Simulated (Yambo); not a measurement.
## How GW settings move the gap: RbNH₂

G0W0@PBEsol for RbNH2 (space group P2_1/m, No. 11) in Yambo. Reference settings: 2×4×2 Γ-centred k mesh, 169 bands and a 7 Ry block in the screening, 169 bands in G with the Bruneval-Gonze terminator, plasmon pole fitted at 27.2 eV. The PBEsol gap (0, 0, -0.5) → Γ on this mesh is 1.96 eV; G0W0 gaps are taken between the same points.

```tsv
change from the reference	G0W0 gap (0, 0, -0.5) → Γ (eV)	shift of the valence edge (eV)	rough Yambo cost
reference settings	4.10	-1.31	1
61 bands in W, 61 bands in G	4.09	-1.07	about 1/4
107 bands in W, 107 bands in G	4.08	-1.23	about 1/2
107 bands in G	4.09	-1.29	–
pole fitted at 55 eV	4.13	-1.38	–
no random integration	4.06	-1.21	–
107 bands in G, no terminator	3.93	-0.99	–
no terminator	4.01	-1.14	–
```

The reference isn't shown to be the converged limit. Costs are rough (shared machines), scaled to the same edge states, and given only for runs that recompute the screening.

Geometry of the Materials Project entry, not relaxed at this level; primitive cell a = 4.841 Å, b = 3.947 Å, c = 6.412 Å, α = γ = 90.00°, β = 98.92°.

The structure is a Materials Project entry; no match was found in the copy of COD used, and its stability was not checked.

A shift is the quasiparticle energy of the state minus its PBEsol energy.
